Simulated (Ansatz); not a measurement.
Ta2C:
```xyz
6
Lattice="3.5021 0.0000 0.0000 0.0000 3.5021 0.0000 0.0000 0.0000 6.5079" Properties=species:S:1:pos:R:3 pbc="T T T"
Ta     0.0000     0.0000     0.0000
Ta     1.7510     1.7510     0.0000
Ta     1.7510     0.0000     2.3929
Ta     0.0000     1.7510     4.1150
C      1.7510     0.0000     4.7240
C      0.0000     1.7510     1.7840
```

Relaxed with r²SCAN. Special points in fractions of this cell's reciprocal vectors: Γ (0.000, 0.000, 0.000); X (0.000, 0.500, 0.000); M (0.500, 0.500, 0.000); Z (0.000, 0.000, 0.500); R (0.000, 0.500, 0.500); A (0.500, 0.500, 0.500).

### Question
List the band energies nearest the Fermi level at these points for the program Ansatz at the r²SCAN level (PAW).

### Answer
In eV from the Fermi level; about four levels below and three above (degenerate sets whole), none deeper than 8.9 eV; points with the same levels are listed once.

```csv
k,below,above
Γ,-2.21 -2.21 -0.68 -0.68 -0.40,0.02 0.30 1.29
X,-1.69 -1.69 -0.38 -0.38,1.34 1.34 1.63 1.63
M,-2.37 -2.37 -1.42 -1.42,2.24 2.24 2.33 2.33
Z,-2.78 -1.63 -0.87 -0.87,0.17 1.19 1.65
R,-1.15 -1.15 -0.23 -0.23,0.94 0.94 1.20 1.20
A,-2.83 -2.83 -2.54 -2.54,2.22 2.22 2.66 2.66
```

Space group P4/nmm. A made-up cell: these elements were put on the sites of a structure type; neither database checked (COD, Materials Project) lists it. COD files the formula under space group No. 164. Its standing as an ambient phase is unchecked. Symmetry was held in the r²SCAN relaxation; whether a distortion lowers the energy is not shown. No spin polarisation was allowed. Spin–orbit coupling is left out wherever it is not named.

Potentials: the later of the program's two PAW sets.
